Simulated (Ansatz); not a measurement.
An Ansatz (a program for electronic structure) run. Input:

Ansatz 0.2 input:
```yaml
crystal:
  lattice:
    - [0.0, 3.0537977093, 3.0537977093]
    - [3.0537977093, 0.0, 3.0537977093]
    - [3.0537977093, 3.0537977093, 0.0]
  atoms:
    - { symbol: In, position: [0.0, 0.0, 0.0] }
    - { symbol: As, position: [0.25, 0.25, 0.25] }
kpoints:
  mp_grid: { grid: [8, 8, 8] }
hamiltonian:
  xc: r2scan
  pseudopotentials: { azcp: { folder: ./paw }, kind: paw }
scf:
  occupations: { method: fixed }
checkpoint: { read: static.run }
output: { write_density: true, elf: true, volumetric_format: npy }
basis: { fft_grid_basis: typed }
```

Output (shortened):

```
Pseudopotential: In, paw, valence charge 13
Pseudopotential: As, paw, valence charge 15
Functional definition: r2SCAN
Crystal: 2 atoms, lattice volume = 56.957 Å³
Basis set: ecut = 500 eV, 1459 PW (Γ), exchange–correlation on 128×128×128 points (64 copies of the dense FFT grid, shifted against one another)
Bands: 18, of which v1, the nominal top of the filled ones, is band 14 counted from 1 (13 counted from 0)
Symmetry: 24 space group operations
Space group: F-43m (ITA 216), of the structure as read, at distance tolerance 3.8e-5 Å
k-points: 29 of 512 (time reversal used)
Stability of the state it starts from, as read at its close in the unpolarized treatment …
iter 1 solved again at ethr=2.46e-8 eV; its pass at ethr=3.10e-3 eV (dr2=6.90e-6 eV) is discarded
SCF iter   1: F=—  HF=-10477.246305 eV  |F-HF|=—  |Δ(HF+E_count)|=         —  Δρ=2.63e-7  dr2=5.41e-11  dr2_τ=1.19e-12  ethr=2.46e-8  ⟨swp⟩=3.2  Hψ=3882  notcnv=0  defer=53
preconditioner: auto → none
SCF iter   2: F=-10477.246305 eV  HF=-10477.246305 eV  |F-HF|=5.46e-12  |Δ(HF+E_count)|=   8.22e-9  Δρ=1.28e-7  dr2=1.41e-11  dr2_τ=9.03e-13  ethr=1.00e-12  ⟨swp⟩=7.6  Hψ=2362  notcnv=0
SCF 1 converged in 2 iterations: F = -10477.246305 eV  dr2 = 1.41e-11
SCF converged after 2 iterations
Free energy (F): -10477.246305 eV
Harris-Foulkes:  -10477.246305 eV  (|F-HF|=5.46e-12)
Internal energy: -10477.246305 eV  (E = F + TS)
E sigma→0 (E₀):  -10477.246305 eV
Fermi energy:    7.053386 eV
--- Per-component energies (eV) ---
  E_band       = -344.702544
  E_kinetic    = 315.819192
  E_local      = -3519.806161  (includes V_loc(G=0)·N_el)
  E_nonlocal   = -65.667667
  E_hartree    = 1749.341593
  E_xc         = -197.328813
  E_vxc        = -172.462347  (∫ρ·V_xc dr)
  E_paw        = -6260.944909  (= ΣΔE_a)
  E_vpaw       = -411.901759  (= ΣTr[D̂ρ^β])
  E_aug_tail   = -0.000046  (compensation charges beyond the density's cutoff)
  E_vtau       = 10.633114  (kinetic-family band-sum trace: ∫τ·v_τ [+ j·A + Jᵃ·Aᵃ] dr)
  E_ewald      = -2498.167649
  E_core_change = -0.491845  (= ΣΔE_core)
  E_smearing   =  0.000000  (= −TS)
  E_closure    = 0.000000  (closes the sum)
  Σ components = -10477.246305   (vs F -10477.246305, Δ=0.00e0)
  [band-id]    e_kinetic+e_local+e_nonlocal+2·e_hartree+e_vxc+e_vpaw+e_augmentation_tail+e_vtau = -344.702488   (vs E_band -344.702544, Δ=5.61e-5)
--- Band table (eV; the first three rows and the last of 29) ---
  k-point 0: bands = ["-28.5297", "-28.5297", "-28.5297", "-28.5208", "-28.5208", "-7.7715", "-7.7715", "-7.7715", "-7.6453", "-7.6453", "-5.0455", "7.0534", "7.0534", "7.0534", "7.1367", "11.3182", "11.3182", "11.3182"]
  k-point 1: bands = ["-28.5297", "-28.5296", "-28.5296", "-28.5207", "-28.5207", "-7.7906", "-7.7658", "-7.7658", "-7.6453", "-7.6453", "-4.8846", "5.2541", "6.8682", "6.8682", "8.3789", "11.4543", "11.5958", "11.5958"]
  k-point 2: bands = ["-28.5297", "-28.5296", "-28.5296", "-28.5207", "-28.5207", "-7.8338", "-7.7535", "-7.7535", "-7.6440", "-7.6440", "-4.4456", "3.4072", "6.4973", "6.4973", "8.5835", "12.0305", "12.0305", "12.5463"]
  k-point 28: bands = ["-28.5296", "-28.5296", "-28.5292", "-28.5207", "-28.5204", "-7.9262", "-7.7214", "-7.6987", "-7.6596", "-7.6371", "-3.0195", "1.3989", "4.1478", "4.2519", "11.5194", "11.6349", "12.4682", "13.5481"]
```

Cost: roughly 4 core-seconds on shared cores.

Symmetry was held in the r²SCAN relaxation. Spin–orbit coupling is left out wherever it is not named.

Potentials: the earlier of the program's two PAW sets.

Ansatz is a plane-wave DFT program.
